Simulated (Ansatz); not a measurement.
Relaxing Ta

Computed with Ansatz, DFT r2SCAN, scalar-relativistic, plane waves, PAW. Run with 500 eV cutoff, 16×16×16 k-mesh, Gaussian smearing of 0.10 eV, no spin polarisation.

What was changed: biaxial strain in the a-b plane, c and atoms relaxed: -4.0 %.

Spin–orbit coupling is left out, which can shift energies with elements as heavy as these.

Command:

```bash
ansatz run input.yaml --threads 1 --pin off --max-ram 2560MiB --backend cpu --events-out ev --progress --plain --runs-dir out
```

Input:

```yaml
crystal:
  lattice:
    - [3.1724781373, 0.0, 0.0]
    - [0.0, 3.1724781373, 0.0]
    - [0.0, 0.0, 3.3839766798]
  atoms:
    - { symbol: Ta, position: [0.0, 0.0, 0.0] }
    - { symbol: Ta, position: [0.5, 0.5, 0.5] }
basis:
  ecutwfc: 500
kpoints:
  mp_grid: { grid: [16, 16, 16] }
hamiltonian:
  xc: r2scan
scf:
  occupations: { method: gaussian, width: 0.1 }
output:
  forces: true
  stress: true
  eigenvalues: true
relax:
  adjacent_minimum: "off"
  f_tol: 0.008
  max_steps: 40
  cell: { stress_tol: 0.015, fix: [a, b, gamma] }
```

F is the free energy. Steps run on the plane waves of an earlier cell, but the last one, and at times one on the way, on a freshly chosen basis, so a repeated geometry can differ a little in energy. The held parts of the cell keep their stress, so P needn't end at zero.

Steps:

```tsv
step	F − F(1) (eV)	largest force component (eV/Å)	V (Å³/atom)	P (GPa)
1	0.0000	0.000	17.029	13.58
2	-0.0168	0.000	17.859	3.38
3	-0.0251	0.000	17.578	6.55
4	-0.0252	0.000	17.549	6.89
5	-0.0252	0.000	17.551	6.86
6	-0.0256	0.000	17.551	6.87
```

Relaxed structure:

```xyz
2
Lattice="3.1725 0.0000 0.0000 0.0000 3.1725 0.0000 0.0000 0.0000 3.4877" Properties=species:S:1:pos:R:3 pbc="T T T"
Ta    0.0000    0.0000    0.0000
Ta    1.5862    1.5862    1.7438
```

Symmetry: I4/mmm, No. 139, tetragonal system. The conventional cell has a = 3.172 Å, b = 3.172 Å, c = 3.488 Å, α = 90.00°, β = 90.00°, γ = 90.00°. Ta (site symmetry 4/mmm) is surrounded by 12 Ta at 2.84 to 3.17 Å.

The run converged. It took 4.9 min on 1 thread of Intel(R) Xeon(R) Processor @ 2.50GHz (Skylake/Cascade Lake), with other jobs on the host, peak memory 0.62 GiB.